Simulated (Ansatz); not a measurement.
Relax this structure to zero stress and force, keeping its symmetry:

```yaml
crystal:
  lattice:
    - [-1.66953, 1.66953, 4.29169]
    - [1.66953, -1.66953, 4.29169]
    - [1.66953, 1.66953, -4.29169]
  atoms:
    - { symbol: Mn, position: [0.00000, 0.00000, 0.00000] }
    - { symbol: Au, position: [0.33878, 0.33878, 0.00000] }
    - { symbol: Au, position: [0.66122, 0.66122, 0.00000] }
```

All numbers below come from DFT PBEsol, scalar-relativistic, plane waves, PAW (Ansatz).

Cutoff 420 eV; k points 18×18×18 on the computed 3-atom cell (Γ-centred); Gaussian smearing, width 0.10 eV; collinear spin from starting moments 4.15 0 0 μB.

Task: What does it relax to?

Result: The volume increases by 0.05 Å³/atom to 16.00 Å³/atom, and the energy falls by 0.1 meV/atom. The cell ends with a moment of 3.95 μB (only this magnetic start was tried). Final structure:
```cif
data_structure
_symmetry_space_group_name_H-M 'P 1'
_symmetry_Int_Tables_number 1
_cell_length_a 4.9048
_cell_length_b 4.9048
_cell_length_c 4.9048
_cell_angle_alpha 140.165
_cell_angle_beta 140.165
_cell_angle_gamma 57.603
_cell_volume 48.00
loop_
_atom_site_label
_atom_site_type_symbol
_atom_site_fract_x
_atom_site_fract_y
_atom_site_fract_z
_atom_site_occupancy
Mn1 Mn 0.00000 0.00000 0.00000 1
Au1 Au 0.33905 0.33905 0.00000 1
Au2 Au 0.66095 0.66095 0.00000 1
```

Spin-orbit coupling is left out, which matters for the bands of heavy elements. Only parallel moments were tried here.